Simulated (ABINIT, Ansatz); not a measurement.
Given: the input of a run of ABINIT 10.8.3 (patched build) on AgB2. Atoms were shifted at random by some hundredths of an Å from the given cell, which wasn't relaxed again for these runs. 

run.abi

```
# Pseudopotentials
pp_dirpath "./"
pseudos "Ag.GGA_PBE-JTH.xml, B.GGA_PBE-JTH.xml"

# Structure
acell 3.0 3.0 3.24 Angstrom
rprim
     1.0000000000     0.0000000000     0.0000000000
    -0.5000000000     0.8660254038     0.0000000000
     0.0000000000     0.0000000000     1.0000000000
ntypat 2
znucl 47 5
natom 3
typat 1 2 2
xred
     0.0360410000     0.0305240000    -0.0081280000
     0.6563130000     0.3299070000     0.4948570000
     0.3154480000     0.6601750000     0.5095530000
chkprim 0
chksymtnons 0
tolsym 1.0e-6

# Plane-wave basis
ecut 17.0
pawecutdg 34.0
pawovlp 30

# k points
kptopt 1
ngkpt 10 10 8
nshiftk 1
shiftk 0.0 0.0 0.0

# Exchange and correlation
ixc 11

# Bands and occupations
nband 13
occopt 3
tsmear 0.00183747

# SCF cycle
nstep 100
tolvrs 1.0e-9

# Output
iomode 3
prtwf 0
prtden 0
prteig 0
prtebands 0
enunit 1
```

Potentials or basis: JTH PAW PBE v2.0.

Run with:

```console
$ abinit run.abi > log 2>&1
```

Set up the same calculation for Ansatz 0.2.0. Potentials or basis there: Ansatz PAW, cutoff 420 eV.

As run (cutoffs and basis follow the program's own potentials, and thresholds, step limits or extra output files can differ):

input.yaml

```yaml
crystal:
  lattice:
    - [3.0, 0.0, 0.0]
    - [-1.5, 2.5980762114, 0.0]
    - [0.0, 0.0, 3.24]
  atoms:
    - { symbol: Ag, position: [0.036041, 0.030524, -0.008128] }
    - { symbol: B, position: [0.656313, 0.329907, 0.494857] }
    - { symbol: B, position: [0.315448, 0.660175, 0.509553] }
hamiltonian:
  xc: pbe
  pseudopotentials: { kind: paw }
kpoints:
  mp_grid: { grid: [10, 10, 8] }
scf:
  occupations: { method: fermi_dirac, width: 0.05 }
output:
  forces: true
  stress: true
  eigenvalues: true
```

Potentials or basis: Ansatz PAW.

Command:

```bash
$ ansatz run input.yaml --threads 2 --pin off --max-ram 5120MiB --backend cpu --events-out ev --progress --plain --runs-dir out
```

Both were run:

|  | ABINIT | Ansatz |
| --- | --- | --- |
| Pressure | 55.9 GPa | 55.2 GPa |
| Largest force | 0.739 eV/Å | 0.732 eV/Å |
| Energy over the undisturbed cell | 14.0 meV/atom | 14.0 meV/atom |

Ansatz's pressure holds a Pulay term of +0.26 GPa for its cutoff of 420 eV, which the other run lacks.

The potentials hold 17 and 25 valence electrons a cell.

Where Ansatz's input types no cutoff or centring, it takes its own default and a Γ-centred mesh.

The cell lies far from this level's equilibrium.

Pressure is positive in compression.
